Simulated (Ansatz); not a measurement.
LaN (zinc blende), relaxed with PBE (Ansatz, an electronic-structure program, plane waves, PAW): a = 5.6129 Å, b = 5.6129 Å, c = 5.6129 Å, α = 90.00°, β = 90.00°, γ = 90.00°.

```
Property                         Result
-------------------------------  ------
gap (eV)                           1.17
ΔH_f (eV/atom)                    -1.22
B₀ by P(V) fit (GPa)               86.1
electron conductivity mass (mₑ)    0.40
```

Question: The same phase is relaxed and computed with r²SCAN in the same code. What are the cell and these values now?

Answer: a = 5.605 Å, b = 5.605 Å, c = 5.605 Å, α = 90.00°, β = 90.00°, γ = 90.00°.

- gap (eV) = 1.51
- ΔH_f (eV/atom) = -1.43
- B₀ by P(V) fit (GPa) = 89.8
- electron conductivity mass (mₑ) = 0.40

Typed or built starts, not in the databases checked: LaN, zinc blende. All cells were relaxed under the symmetry of their starts (and spin orders); stability against distortions was not tested throughout. Spin–orbit coupling is left out wherever it is not named.

Potentials: the later of the program's two PAW sets.

Ansatz is a plane-wave DFT program.

Formation energies count from the lowest solids of the elements computed at the same level, not from gases.
